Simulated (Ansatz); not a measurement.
B:
```yaml
crystal:
  lattice:
    - [4.15711, 0.00000, 0.00000]
    - [0.00000, 4.15711, 0.00000]
    - [0.00000, 0.00000, 4.15711]
  atoms:
    - { symbol: B, position: [0.19514, 0.50000, 0.50000] }
    - { symbol: B, position: [0.80486, 0.50000, 0.50000] }
    - { symbol: B, position: [0.50000, 0.19514, 0.50000] }
    - { symbol: B, position: [0.50000, 0.80486, 0.50000] }
    - { symbol: B, position: [0.50000, 0.50000, 0.19514] }
    - { symbol: B, position: [0.50000, 0.50000, 0.80486] }
```

Relaxed with PBE. Special points in fractions of this cell's reciprocal vectors: Γ (0.000, 0.000, 0.000); X (0.000, 0.500, 0.000); M (0.500, 0.500, 0.000); R (0.500, 0.500, 0.500).

Question: List the band energies nearest the Fermi level at these points for DFT-PBE in the program Ansatz with PAW potentials.

Answer: In eV from the Fermi level; about four levels below and three above (degenerate sets whole), none deeper than 8.9 eV; points with the same levels are listed once.

```
k                                below                above
-  -----------------------------------  -------------------
Γ  -5.01 -5.01 -5.01 -4.88 -3.60 -3.60       1.74 1.74 1.74
X              -3.45 -0.54 -0.54 -0.46  1.83 3.55 6.33 6.33
M              -0.42 -0.42 -0.22 -0.22       5.26 5.26 9.23
R  -6.67 -6.67 -6.67 -2.38 -2.38 -2.38       0.13 0.13 0.13
```

Space group Pm-3m. The start of the workflow was typed in or built on a structure type; neither database checked (COD, Materials Project) lists it. It is not the phase usual at ambient conditions (space group No. 166). The PBE relaxation kept the symmetry of its start; whether a distortion lowers the energy is not shown.

Potentials: the earlier of the program's two PAW sets.
